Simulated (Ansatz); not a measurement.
Polymorphs of Re, each relaxed with PBEsol in the plane-wave PAW code Ansatz:

A: P-6m2
a = 2.7514 Å, b = 2.7514 Å, c = 17.7625 Å, α = 90.00°, β = 90.00°, γ = 120.00°

```tsv
atom	site	symmetry	x	y	z
Re	2g	3m.	0.0000	0.0000	0.3750
Re	2h	3m.	0.3333	0.6667	0.2503
Re	2g	3m.	0.0000	0.0000	0.1251
Re	1c	-6m2	0.3333	0.6667	0.0000
Re	1f	-6m2	0.6667	0.3333	0.5000
```

B: diamond (Fd-3m)
a = b = c = 5.594 Å, α = β = γ = 90.00°

```csv
atom,site,symmetry,x,y,z
Re,8b,-43m,0.5000,0.5000,0.5000
```

Problem. Order them by energy per atom at 0 K (lowest first) at the level PBEsol.

Solution. A (+0 meV/atom), B (+1808 meV/atom)

Typed or built starts, not in the databases checked: A; B. Not the usual ambient phase: A; B. Unstable at this level: B. All cells were relaxed under the symmetry of their starts (and spin orders); stability against distortions was not tested throughout. Named crystals with no word on spin ran without spin polarisation. Scalar-relativistic: spin–orbit coupling is off unless named, which matters more the heavier the elements.

Energies hold the estimated change up to a 700 eV cutoff; steps of a few meV lie near the error of the meshes.

Potentials: the earlier of the program's two PAW sets. The files were generated under PBE; for other functionals the program regenerates the frozen cores, and for LDA and PBEsol the local potential too.
